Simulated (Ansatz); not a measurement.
Nb:
```yaml
crystal:
  lattice:
    - [-1.63504, 1.63504, 1.63504]
    - [1.63504, -1.63504, 1.63504]
    - [1.63504, 1.63504, -1.63504]
  atoms:
    - { symbol: Nb, position: [0.00000, 0.00000, 0.00000] }
```

Relaxed with PBEsol (plane waves, PAW; program Ansatz). Indices refer to the conventional cell of Im-3m, a = b = c = 3.2701 Å, α = β = γ = 90.00°.

### Question
Simulate the powder diffraction pattern (Cu Kα1, λ = 1.54056 Å; lines above 1 %) up to 2θ = 90°.

### Answer
Simulated powder pattern, Cu Kα1, λ = 1.54056 Å (kinematic, ideal powder, no thermal factors, no anomalous dispersion; the 30 strongest lines at most, above 1 %, up to 2θ = 90°):

```csv
2θ (°),d (Å),I/Imax (%),hkl
38.92,2.312,100,(110)
56.21,1.635,17,(200)
70.48,1.335,33,(211)
83.56,1.156,11,(220)
```

Symmetry was held in the PBEsol relaxation. No spin polarisation was allowed.

Potentials: the earlier of the program's two PAW sets.
